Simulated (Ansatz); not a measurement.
**Ag: an elastic constant from a strain scan**

These are results of DFT r2SCAN, scalar-relativistic, plane waves, PAW (Ansatz), not measurements. Settings: plane waves to 500 eV, k-mesh 24×24×14 (Γ-centred), Gaussian smearing 0.15 eV. No spin polarisation. Energies are free energies at this smearing, counted from the undisturbed cell; pressure is positive in compression.

The undisturbed cell (relaxed at this level; with this scan's settings it stands at -0.1 GPa; this form isn't the usual structure):

```
Ag
1.0
     2.90370    0.00000    0.00000
    -1.45185    2.51467    0.00000
     0.00000    0.00000    4.74785
Ag
2
Direct
  0.33333 0.66667 0.25000
  0.66667 0.33333 0.75000
```

The cell is strained by ε times the Voigt pattern (1, 1, 0, 0, 0, 0) (xx, yy, zz, yz, xz, xy; engineering shear) with fractional coordinates fixed. The cell holds 2 atoms in V0 = 34.67 Å³. The stress column is τ = (1/V0) dE/dε, got from the stress tensor σ (compression positive) at each point as −det(1 + εP) σ : P(1 + εP)⁻¹, with P the pattern as a tensor.

```
      ε  ΔE (meV/atom)  τ (GPa)
-0.0400         46.671  -24.189
-0.0300         24.582  -16.795
-0.0200         10.012  -10.274
-0.0100          2.076   -4.513
 0.0000          0.000    0.568
 0.0100          3.067    4.999
 0.0200         10.588    8.808
 0.0300         21.937   12.099
 0.0350         28.888   13.582
 0.0400              ?        ?
```

Which combination of elastic constants does this scan measure, and how large is it?

For small ε, τ = τ0 + Kε with K = pᵀCp, which for this pattern is C11 + C22 + 2 C12 in the Cartesian frame shown. The parabola through τ at ε = -0.0100, 0 and 0.0100 has slope K = 476 GPa at zero. The energies per cell, E = NΔE, of the same two points give K = 2[E(ε₊)/ε₊ − E(ε₋)/ε₋]/[(ε₊ − ε₋)V0] = 475 GPa, in agreement.

Predict the withheld row at ε = 0.0400 from the harmonic law, and compare.

ΔE = V0(τ0 ε + Kε²/2)/N = 43.624 meV/atom and τ = 19.59 GPa. The calculation gives 36.612 meV/atom and 14.96 GPa: the energy lies 16 % below the harmonic value, as bonds soften when stretched.

In a metal these slopes depend on the k mesh and the smearing.